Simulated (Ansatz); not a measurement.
**Optical constants of Sc₃Al**

Computed with DFT LDA, scalar-relativistic, plane waves, PAW in Ansatz 0.2.0. Settings: 420 eV plane-wave cutoff, Γ-centred 10×10×10 mesh, Fermi-Dirac smearing of 0.15 eV. No spin polarisation.

Equilibrium structure at this level:
```yaml
crystal:
  lattice:
    - [4.32057, 0.00000, 0.00000]
    - [0.00000, 4.32057, 0.00000]
    - [0.00000, 0.00000, 4.32057]
  atoms:
    - { symbol: Sc, position: [0.50000, 0.00000, 0.50000] }
    - { symbol: Sc, position: [0.00000, 0.50000, 0.50000] }
    - { symbol: Sc, position: [0.50000, 0.50000, 0.00000] }
    - { symbol: Al, position: [0.00000, 0.00000, 0.00000] }
```

In a metal these results depend on the k mesh and the smearing.

Independent-particle response (no local fields, no excitons) on a 16×16×16 mesh, broadened by 0.1 eV; the Drude term is undamped and its weight carries the smearing above, which sets much of it in a semimetal. The run couldn't bound its error over part or most of this range, so small peaks and near ties are unsure. Light polarised along z. ε₁ lacks the small share of bands above those solved.

Question: Tabulate n, κ, the reflectivity and the absorption coefficient against photon energy.

Answer:
```csv
E (eV),n,κ,R,α (10⁵ cm⁻¹)
0.1,1.75,30.72,0.99,3.11
0.5,3.61,5.04,0.69,2.55
0.9,5.50,4.12,0.63,3.76
1.3,4.40,5.45,0.70,7.18
1.7,2.42,3.97,0.65,6.83
2.1,2.23,3.37,0.59,7.18
2.5,1.80,2.65,0.52,6.72
2.9,2.28,2.33,0.44,6.84
3.3,2.26,2.60,0.48,8.70
3.7,1.74,2.58,0.51,9.66
4.1,1.30,2.15,0.48,8.95
4.5,1.74,1.85,0.36,8.43
4.9,1.75,1.83,0.36,9.08
5.3,1.82,1.80,0.35,9.67
```

Question: Where is the highest local maximum of ε₂ between 0.3 and 6 eV?

Answer: At 1.0 eV, where ε₂ = 48.4.

Cost: 1 run of about 1.3 core-minutes, on Intel Xeon 6975P-C (Granite Rapids) (shared hosts).